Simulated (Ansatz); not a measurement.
A trial cell of Hg went into the relaxation workflow.

A trial structure of Hg was built thus: random sheet by layer group and Wyckoff sites. The dimensions are guesses.

The sheet is periodic along a and b; c holds vacuum.

```cif
data_structure
_symmetry_space_group_name_H-M 'P 1'
_symmetry_Int_Tables_number 1
_cell_length_a 4.7903
_cell_length_b 4.7903
_cell_length_c 15.0000
_cell_angle_alpha 90.000
_cell_angle_beta 90.000
_cell_angle_gamma 120.000
_cell_volume 298.10
loop_
_atom_site_label
_atom_site_type_symbol
_atom_site_fract_x
_atom_site_fract_y
_atom_site_fract_z
_atom_site_occupancy
Hg1 Hg 0.33333 0.66667 0.48422 1
Hg2 Hg 0.66667 0.33333 0.51578 1
```

These are results of DFT PBE, scalar-relativistic, plane waves, PAW in Ansatz, not measurements.

Input of the final relaxation:

```yaml
crystal:
  lattice:
    - [5.108870579, 0.0, 0.0]
    - [-2.5544352895, 4.424411706, 0.0]
    - [0.0, 0.0, 24.7467364]
  atoms:
    - { symbol: Hg, position: [0.3333333333, 0.6666666667, 0.2726729759] }
    - { symbol: Hg, position: [0.6666666667, 0.3333333333, 0.3334675575] }
  periodic: [true, true, false]
basis:
  ecutwfc: 420
kpoints:
  mp_grid: { grid: [6, 6, 1] }
hamiltonian:
  xc: pbe
scf:
  occupations: { method: gaussian, width: 0.02 }
output:
  forces: true
  stress: true
  eigenvalues: true
relax:
  adjacent_minimum: "off"
  f_tol: 0.01
  max_steps: 80
  cell: { stress_2d_tol: 0.02 }
```

```bash
ansatz run input.yaml --threads 1 --pin off --max-ram 2560MiB --backend cpu --events-out ev --progress --plain --runs-dir out
```

Last lines of the log:

```
       -0.294919       0.000000       0.000000
        0.000000      -0.294919       0.000000
        0.000000       0.000000       0.000000
  P = ½ c Tr σ = -0.2949 N/m
--- Band table (eV; the first three rows and the last of 7) ---
  k-point 0: bands = ["-118.1232", "-118.1231", "-66.5758", "-66.5748", "-66.5748", "-66.5746", "-66.5744", "-66.5744", "-10.1493", "-10.1050", "-10.1050", "-10.0758", "-10.0758", "-10.0156", "-9.9630", "-9.9630", "-9.8603", "-9.8603", "-8.8170", "-7.0366", "-2.5496", "-0.5800", "0.2218", "0.7561"]
  k-point 1: bands = ["-118.1232", "-118.1231", "-66.5757", "-66.5749", "-66.5748", "-66.5745", "-66.5745", "-66.5744", "-10.1537", "-10.1017", "-10.0947", "-10.0614", "-10.0381", "-10.0114", "-9.9828", "-9.9536", "-9.8850", "-9.8551", "-8.5164", "-6.8231", "-2.2271", "-0.5289", "0.4434", "0.5218"]
  k-point 2: bands = ["-118.1232", "-118.1231", "-66.5756", "-66.5752", "-66.5749", "-66.5746", "-66.5745", "-66.5744", "-10.1797", "-10.1371", "-10.0949", "-10.0742", "-10.0157", "-9.9595", "-9.9583", "-9.9115", "-9.8827", "-9.8485", "-7.6799", "-6.3234", "-2.1961", "-1.5645", "-0.5857", "0.7052"]
  k-point 6: bands = ["-118.1232", "-118.1232", "-66.5754", "-66.5754", "-66.5750", "-66.5745", "-66.5745", "-66.5745", "-10.1630", "-10.1180", "-10.1180", "-10.0160", "-9.9965", "-9.9965", "-9.9458", "-9.8837", "-9.8837", "-9.8817", "-6.3413", "-6.3413", "-2.3269", "-1.8015", "-1.8015", "-0.6503"]
  the weakly bound empty levels are not read free of the cell's end (walk_step)
End of that report.
Error: this geometry's ions and any external_charges that add to its thickness leave 10.23 Å inside the cut of a slab, less than keeps its energies, forces and levels apart from the length of the vector that does not repeat. The run stands on 26.8 Å: of a walk, start a new run from the last geometry
```

Task: How did the run end?

Result: The program stopped on purpose. The sheet grew thicker as it relaxed, so half the box height, where the images are cut off, exceeded its thickness by only 10.23 Å, too little to keep the results free of the box's height. A new run from the last geometry lets the program choose a taller box. It had made 7 ionic steps, with the energy down by 0.017 eV/atom and the largest force component at 0.051 eV/Å. No property of the compound can be read from it.

It took 98 s on 1 thread of Intel(R) Xeon(R) Processor @ 2.50GHz (Skylake/Cascade Lake), with other jobs on the host, peak memory 0.63 GiB.
